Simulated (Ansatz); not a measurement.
# CsMgF3: zone-centre modes at 1.6 GPa

Theory: Ansatz 0.2.0, DFT PBEsol, scalar-relativistic, plane waves, PAW. Settings: 420 eV plane-wave cutoff, Γ-centred 6×6×6 mesh, fixed occupations. No spin polarisation. Phonons by linear response, acoustic sum rule imposed.

The cell is fixed (symmetry leaves no force on the atoms) and stands under 1.6 GPa:
```
CELL_PARAMETERS angstrom
4.14900 0.00000 0.00000
0.00000 4.14900 0.00000
0.00000 0.00000 4.14900
ATOMIC_POSITIONS crystal
Cs 0.00000 0.00000 0.00000
Mg 0.50000 0.50000 0.50000
F 0.50000 0.50000 0.00000
F 0.50000 0.00000 0.50000
F 0.00000 0.50000 0.50000
```

The cell is the ideal cubic perovskite prototype; whether it is the stable structure of this composition wasn't checked.

Question: Is this structure stable against zone-centre distortions?

Answer: Yes, at Γ: no optical mode is imaginary. Strains and other wave vectors aren't tested by this run.

Question: List the optical modes at Γ without the LO field (i marks imaginary ones).

Answer:
```tsv
frequency (THz)	degeneracy	IR intensity of the level ((D/Å)²/amu)
4.65	3	2.25
6.65	3	0.00
8.09	3	22.76
9.78	3	5.32
```

Cost: 1 run of about 2.5 core-minutes, on Intel Xeon Processor @ 2.50GHz (Skylake/Cascade Lake) (shared hosts).